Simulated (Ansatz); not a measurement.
Relaxed PtS2 (CdI2 type):

```xyz
3
Lattice="3.5523 0.0000 0.0000 -1.7761 3.0764 0.0000 0.0000 0.0000 5.1280" Properties=species:S:1:pos:R:3 pbc="T T T"
Pt     0.0000     0.0000     0.0000
S      0.0000     2.0509     1.2259
S      1.7761     1.0255     3.9021
```

Scan: atom 2 (S, nearest neighbour Pt at 2.389 Å; its periodic images, 3.6 Å or more away, move with it) is displaced along Cartesian x, direction (1.000, 0.000, 0.000) in Cartesian axes, by s. The other atoms stay.

The numbers are results of r2SCAN+rVV10 (plane waves to 500 eV, PAW, scalar-relativistic; Ansatz, a first-principles code), not measurements. k mesh 9×9×5 (Γ-centred), Fermi-Dirac smearing 0.05 eV. Energies are smeared free energies. As the smearing reaches across the gap at some points, energies and forces of such displacements shift with the k mesh and the smearing. PtS2 is run without spin polarisation. PtS2 was relaxed with its symmetry unable to fall. Spin-orbit coupling is left out, though Pt is heavy. The zero of ΔE is the undisplaced structure. The last digit holds for this mesh only.

```csv
s (Å),ΔE (meV/cell)
-0.720,2651.2
-0.576,withheld
-0.432,934.0
-0.288,409.8
-0.144,101.6
0.000,0.0
0.144,101.6
0.288,409.8
0.432,934.0
0.576,withheld
0.720,2651.2
```

Question: Fit an even polynomial form (powers 2, 4, 6) to the given rows and predict ΔE at s = -0.576.

Answer: Least squares on the 9 given rows: ΔE = (4880)·s² + (788.8)·s⁴ + (-650.5)·s⁶, in meV/cell with s in Å; root-mean-square residual 0.05 meV/cell. At -0.576 the fit gives 1682.1 meV/cell; the calculation gives 1684.4 meV/cell, so the interpolation is off by -2.3 (-0.1 %). The quadratic term alone would give 1619.1 meV/cell.

(For displaced atoms, the force is minus the slope of the energy, and its curvature is a force constant, which sets phonon frequencies.)
